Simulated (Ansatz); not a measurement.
LaBi2Au in space group P4/nmm (No. 129; Bi on 2c, La on 2c, Bi on 2b, Au on 2a), the program Ansatz at the r²SCAN level (PAW), all energies at zero smearing, with the estimated change up to a 700 eV cutoff added, with one set of potentials and settings (totals compare only within such a set). Cell of 8 atoms (4 Bi, 2 La, 2 Au): -88506.365 eV.

| element | reference phase | E (eV/atom) |
|---|---|---|
| Bi | R-3m, 2 atoms in the cell | -12411.0586 |
| La | P6_3/mmc, 4 atoms in the cell | -6264.6784 |
| Au | Fm-3m, 1 atoms in the cell | -13163.5078 |

Formation energy per atom, worked out: (-88506.365 − 4×(-12411.0586) − 2×(-6264.6784) − 2×(-13163.5078))/8 = -0.720 eV/atom (-69 kJ per mol of atoms), at 0 K, without zero-point energy or fitted corrections.

The workflow started from an entry of the Crystallography Open Database (COD, 100 K). Whether it is the stable phase at ambient conditions was not checked. The cell was relaxed with r²SCAN under the symmetry of its start; its stability against distortions is not shown here. The references are the lowest solids computed at this level, not always the standard phases. Spin–orbit coupling is left out wherever it is not named.

Potentials: the later of the program's two PAW sets.
